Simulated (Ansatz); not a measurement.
One crystal and one scan (energy over volume and axial ratio) at two levels, PBE (plane waves to 420 eV, PAW, scalar-relativistic; Ansatz, an electronic-structure program) and PBEsol (plane waves to 420 eV, PAW, scalar-relativistic; Ansatz), each from its own relaxed cell and on its own mesh.

The crystal is CsI (CsCl type); volume and axial ratio are varied about the relaxed values (subscript 0).

E stands for the smeared free energy. CsI was relaxed with its symmetry unable to fall. Spin-orbit coupling is left out, though I is heavy.

```tsv
quantity	run 1	run 2
Lattice constant a (Å)	4.667	4.508
Shear modulus C′ = (C11 − C12)/2 (fit, atoms clamped) (GPa)	8.5	9.1
```

Problem. Which run is which level?

Solution. Run 1 is PBE, run 2 is PBEsol. PBE gives the higher value for: lattice constant a. PBE gives the lower value for: shear modulus C′.

(A scan under strain: stresses follow from slopes of the energy per volume, elastic moduli from its curvatures.)
